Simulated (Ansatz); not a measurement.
LaNi$_{2}$P$_{2}$:
```yaml
crystal:
  lattice:
    - [-1.99705, 1.99705, 4.84273]
    - [1.99705, -1.99705, 4.84273]
    - [1.99705, 1.99705, -4.84273]
  atoms:
    - { symbol: P, position: [0.36520, 0.36520, 0.00000] }
    - { symbol: P, position: [0.63480, 0.63480, 0.00000] }
    - { symbol: La, position: [0.00000, 0.00000, 0.00000] }
    - { symbol: Ni, position: [0.75000, 0.25000, 0.50000] }
    - { symbol: Ni, position: [0.25000, 0.75000, 0.50000] }
```

Relaxed with r²SCAN.

Task: Give the Bader charges and basin volumes of the independent atoms, DFT-r²SCAN in the program Ansatz with PAW potentials.

Result: 

```
atom  Bader charge (e)  Bader volume (Å³)
----  ----------------  -----------------
P1               -0.79               17.2
La3              +1.54               19.4
Ni4              +0.01               11.7
```

Space group I4/mmm. The workflow started from an entry of the Crystallography Open Database (COD). Its standing as an ambient phase is unchecked. The cell was relaxed with r²SCAN under the symmetry of its start; its stability against distortions is not shown here. The workflow began spin-polarised and lost its moments. Scalar-relativistic: spin–orbit coupling is off unless named, which matters more the heavier the elements.

Potentials: the later of the program's two PAW sets.
